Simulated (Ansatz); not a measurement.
TaAl (CsCl type), relaxed with PBE (Ansatz, a program for electronic structure, plane waves, PAW): a = b = c = 3.225 Å, α = β = γ = 90.00°.

* **ΔH_f (eV/atom)**: 0.09
* **B₀ by P(V) fit (GPa)**: 152

### Question
The same phase is relaxed and computed with PBEsol in the same code. What are the cell and these values now?

### Answer
a = b = c = 3.1959 Å, α = β = γ = 90.00°.

* **ΔH_f (eV/atom)**: 0.10
* **B₀ by P(V) fit (GPa)**: 161

Typed or built starts, not in the databases checked: TaAl, CsCl type. Unstable at this level: TaAl, CsCl type with PBEsol. All cells were relaxed under the symmetry of their starts (and spin orders); stability against distortions was not tested throughout. Rows with no word on spin ran without spin polarisation. Scalar-relativistic: spin–orbit coupling is off unless named, which matters more the heavier the elements.

Potentials: the later of the program's two PAW sets.

Ansatz is a plane-wave DFT program.

Formation energies count from the lowest solids of the elements computed at the same level, not from gases.
